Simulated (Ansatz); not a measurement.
The relaxation started from an entry of Materials Project.

The end point of a relaxation of P2Pd. Space group C2/c (No. 15). These are r2SCAN (plane waves to 500 eV, PAW, scalar-relativistic; Ansatz, a quantum-chemistry and plane-wave program) values and carry that method's errors.

```cif
data_P8Pd4
_chemical_formula_sum 'P8 Pd4'
_space_group_name_H-M_alt 'C2/c'
_space_group_IT_number 15
_space_group_name_Hall '-C 2yc'
_cell_length_a 6.89360
_cell_length_b 5.86487
_cell_length_c 5.88588
_cell_angle_alpha 90.000
_cell_angle_beta 121.694
_cell_angle_gamma 90.000
loop_
_atom_site_label
_atom_site_type_symbol
_atom_site_symmetry_multiplicity
_atom_site_Wyckoff_symbol
_atom_site_fract_x
_atom_site_fract_y
_atom_site_fract_z
_atom_site_occupancy
P1 P 8 f 0.18622 0.12408 0.33397 1
Pd1 Pd 4 c 0.25000 0.25000 0.00000 1
```
(The calculation used a cell of 6 atoms; values per cell refer to that cell.)

```yaml
volume_per_atom: 16.87 Å³
band_gap: 0.67 eV, indirect (valence top at 36 % of the way from Γ to C, conduction bottom at k = (0.25, 0.25, 0.4286)) (no spin-orbit coupling)
smallest_direct_gap: 0.98 eV at k = (0.25, 0.25, 0.4286)
shortest_distances: P–P 2.21 Å; P–Pd 2.35 Å; Pd–Pd 3.14 Å
k-mesh: 8×8×7
```

Band energies at high-symmetry points (eV from the VBM; labels of this space group; no spin-orbit coupling), from −5 eV up to 3.2 eV:

| point | energies |
|---|---|
| Γ | -4.86 -4.31 -4.31 -3.85 -3.68 -3.35 -3.33 -3.29 -3.28 -2.60 -2.52 -1.49 -0.18 1.27 2.51 2.75 |
| C | -4.42 -4.20 -3.53 -3.40 -3.40 -3.19 -3.06 -2.97 -2.61 -2.52 -1.68 -0.52 2.10 2.85 3.13 |
| C2 | -4.42 -4.20 -3.53 -3.40 -3.40 -3.19 -3.06 -2.97 -2.61 -2.52 -1.68 -0.52 2.10 2.85 3.13 |
| Y2 | -4.42 -4.20 -3.53 -3.40 -3.40 -3.19 -3.06 -2.97 -2.61 -2.52 -1.68 -0.52 2.10 2.85 3.13 |
| M2 | -4.19 -4.19 -3.65 -3.65 -2.82 -2.82 -2.56 -2.56 -2.06 -2.06 -1.68 -1.68 2.62 2.62 |
| D | -4.08 -4.08 -3.45 -3.45 -2.83 -2.83 -2.48 -2.48 -2.20 -2.20 -1.35 -1.35 1.85 1.85 |
| D2 | -4.08 -4.08 -3.45 -3.45 -2.83 -2.83 -2.48 -2.48 -2.20 -2.20 -1.35 -1.35 1.85 1.85 |
| A | -4.54 -4.54 -3.57 -3.57 -3.13 -3.13 -2.71 -2.71 -2.27 -2.27 -1.21 -1.21 1.84 1.84 3.16 3.16 |

No spin polarisation in the result.

The run could not lose the symmetry of its start; a randomly shaken copy of 6 atoms returns to this structure.
